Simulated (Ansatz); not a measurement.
Values for one crystal, relaxed and computed with the program Ansatz at the PBEsol level (PAW); other levels are named.

```yaml
volume_per_atom: 11.02 Å³
electronic_character: metallic (no gap)
Gap with spin–orbit coupling: none (metallic)
zone_centre_stability: no imaginary mode at Γ
Formation energy from the elements (no fitted shifts): -1.97 eV/atom
highest_zone_centre_frequency: 778 cm⁻¹
Density of states at the Fermi level: 0.14 states/eV per atom (mean over ±0.08 eV)
```

Which of these materials gives this?
A. W2N, anti-CdI2 type
B. ZnCdO2, P3m1 (Zn on 1a, Cd on 1c, O on 1c, O on 1a)
C. WO2, P2_1/c (W on 4e, O on 4e, O on 4e)
D. CrO2, rutile

C, WO2, P2_1/c (W on 4e, O on 4e, O on 4e)

The workflow started from an entry of the Crystallography Open Database (COD), which files this formula under 2 space groups. Its standing as an ambient phase is unchecked. The PBEsol relaxation kept the symmetry of its start. No spin polarisation was allowed. No Hubbard U is applied. As this level gives no gap, phonon frequencies hold no LO–TO term and depend on the k-mesh and smearing (Fermi–Dirac, 0.1 eV here). The references are the lowest solids computed at this level, not always the standard phases (solids in place of the gases). Spin–orbit coupling is left out wherever it is not named.

Potentials: the later of the program's two PAW sets.
